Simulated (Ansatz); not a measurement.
# FeSi: a ladder of calculations

Cell of run 1: a COD entry, taken as it stands.

```
Fe Si
1.0
     4.46700    0.00000    0.00000
     0.00000    4.46700    0.00000
     0.00000    0.00000    4.46700
Fe Si
4 4
Direct
  0.13400 0.13400 0.13400
  0.36600 0.86600 0.63400
  0.63400 0.36600 0.86600
  0.86600 0.63400 0.36600
  0.84450 0.84450 0.84450
  0.65550 0.15550 0.34450
  0.34450 0.65550 0.15550
  0.15550 0.34450 0.65550
```

Atom numbers follow the list; atoms alike are taken as one site, whose name carries the number of the first.

Relaxed positions (PBE, cell held):

```
CELL_PARAMETERS angstrom
4.46700 0.00000 0.00000
0.00000 4.46700 0.00000
0.00000 0.00000 4.46700
ATOMIC_POSITIONS crystal
Fe 0.13551 0.13551 0.13551
Fe 0.36449 0.86449 0.63551
Fe 0.63551 0.36449 0.86449
Fe 0.86449 0.63551 0.36449
Si 0.84072 0.84072 0.84072
Si 0.65928 0.15928 0.34072
Si 0.34072 0.65928 0.15928
Si 0.15928 0.34072 0.65928
```

All runs are DFT with Ansatz 0.2.0 (plane waves and PAW, scalar-relativistic unless spin–orbit coupling is named, Γ-centred meshes, Fermi–Dirac smearing where given) in this cell. Start moments of run 1 as typed (μB): 3 on each Fe, none on the rest.

Run 1: PBE, parallel start moments, atoms as given; 420 eV, 10×10×10 k-points, smearing 0.05 eV.
Run 2: PBE, parallel start moments, atoms relaxed; 420 eV, 10×10×10 k-points, smearing 0.05 eV.
Run 3: r2SCAN, parallel start moments, at the relaxed atoms; 500 eV, 10×10×10 k-points, smearing 0.05 eV.
Run 4: LDA, parallel start moments, at the relaxed atoms; 420 eV, 10×10×10 k-points, smearing 0.05 eV.

Question: What does each run give, and what moves the gradients most?

Answer: 

```json
{"run": "1", "Fe V_zz (η)": "5.14 (0.00)", "Si V_zz (η)": "-3.58 (0.00)", "absolute moment (μB)": "0.0"}
{"run": "2", "Fe V_zz (η)": "5.30 (0.00)", "Si V_zz (η)": "-3.25 (0.00)", "absolute moment (μB)": "0.0"}
{"run": "3", "Fe V_zz (η)": "-1.04 (0.00)", "Si V_zz (η)": "-3.37 (0.00)", "absolute moment (μB)": "5.8"}
{"run": "4", "Fe V_zz (η)": "4.99 (0.00)", "Si V_zz (η)": "-3.36 (0.00)", "absolute moment (μB)": "0.0"}
```

V_zz in 10²¹ V/m². Against run 1, the gradient tensors on these sites move by at most 0.33 in run 2 (Si), 6.18 in run 3 (Fe), 0.22 in run 4 (Si). Taken one at a time, the functional (between the two that differ most) moves the tensors on these sites by up to 6.34 (largest principal value of the change, on Fe), the positions of the atoms (as given or relaxed) by 0.33 (Si). The absolute moment differs between the runs, so they don't all stand in one spin state.

With these PAW files V_zz is typically within 2 to 3 % of all-electron values, but misses above 10 % occur on Fe. The magnetic order is the one that the run reached from its start moments, not necessarily the measured one. In run 3 the program didn't check the stability of the electronic state in full, so a lower one may lie near. In runs 1, 2, 4 the gap is small for the k-mesh or the smearing, and small gradients can still move by 0.1 × 10²¹ V/m² or more. In run 3 there is no gap above 0.1 eV, so the gradients can move by 10 % or more with the k-mesh. In runs 1, 2, 4 the start moments die out. In runs 1, 3 the atoms aren't at the calculated equilibrium (largest force 0.52, 0.44 eV/Å). The cell isn't the equilibrium one in run 4 (calculated pressure -15 GPa), and the entry's cell may itself be off.
